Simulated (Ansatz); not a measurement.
# Pressure against volume in Cs2Rb

It was reached by relaxing an invented guess, and it needn't be the stable form of this composition.

The calculation used Ansatz 0.2.0, DFT PBE, scalar-relativistic, plane waves, PAW. Cutoff 420 eV, Γ-centred 12×12×2 mesh (6-atom cell), Gaussian smearing of 0.10 eV, no spin polarisation.

```
Cs Rb
1.0
     5.33585    0.00000    0.00000
    -2.66793    4.62099    0.00000
     0.00000    0.00000   25.94227
Cs Rb
4 2
Direct
  0.33333 0.66667 0.73918
  0.33333 0.66667 0.08688
  0.66667 0.33333 0.91312
  0.66667 0.33333 0.26082
  0.33333 0.66667 0.42399
  0.66667 0.33333 0.57601
```

The cell was set to several volumes, with shape and atoms relaxed at each where symmetry leaves them free. Pressure is positive in compression, and energies count from the lowest row. No row has a gap on its mesh.

```
row  V (Å³/atom)  P (GPa)  ΔE (meV/atom)
  1       93.816     0.40           16.8
  2       97.015     0.29            9.8
  3      100.213        ?              ?
  4      103.411     0.11            1.7
  5      106.609     0.04            0.2
  6      109.808    -0.02            0.0
  7      113.006    -0.08            1.0
  8      117.270    -0.15            4.1
```

Question: Find B = −V·ΔP/ΔV from rows 5 and 7 and from rows 1 and 2, and from the two its slope B′ and its value B0 at zero pressure.

Answer: Rows 5 and 7 give −(106.609 + 113.006)/2 × (-0.08 − (0.04))/(113.006 − 106.609) = 2.1 GPa at a mean pressure of -0.02 GPa. Rows 1 and 2 give −(93.816 + 97.015)/2 × (0.29 − (0.40))/(97.015 − 93.816) = 3.3 GPa at a mean pressure of 0.34 GPa. So B′ = (3.3 − 2.1)/(0.34 − (-0.02)) = 3.33 and B0 = 2.1 − 3.33 × (-0.02) = 2.2 GPa. A third-order Birch–Murnaghan fit to all the energies gives B0 = 2.2 GPa and B′ = 3.5.

Question: Estimate the pressure and energy of row 3.

Answer: From row 6, V0 = 109.808 × (1 + (-0.02)/2.2) = 108.810 Å³/atom. Murnaghan's form P = (B0/B′)·[(V0/V)^B′ − 1] gives (2.2/3.33) × [(108.810/100.213)^3.33 − 1] = 0.21 GPa; the computed pressure is 0.20 GPa, so the estimate is off by +0.01 GPa. The work of compression from row 4, with the mean of the two pressures, gives ΔE = 1.7 + (0.21 + 0.11)/2 × (103.411 − 100.213)/160.2 × 1000 = 4.9 meV/atom (1 eV/Å³ = 160.2 GPa); the computed value is 4.9 meV/atom.

All volumes keep the k mesh of the relaxed cell. A later test with randomly moved atoms ended 1 meV/atom lower on a coarse mesh, in C2/m at a loose tolerance, which is no clear verdict on its stability.
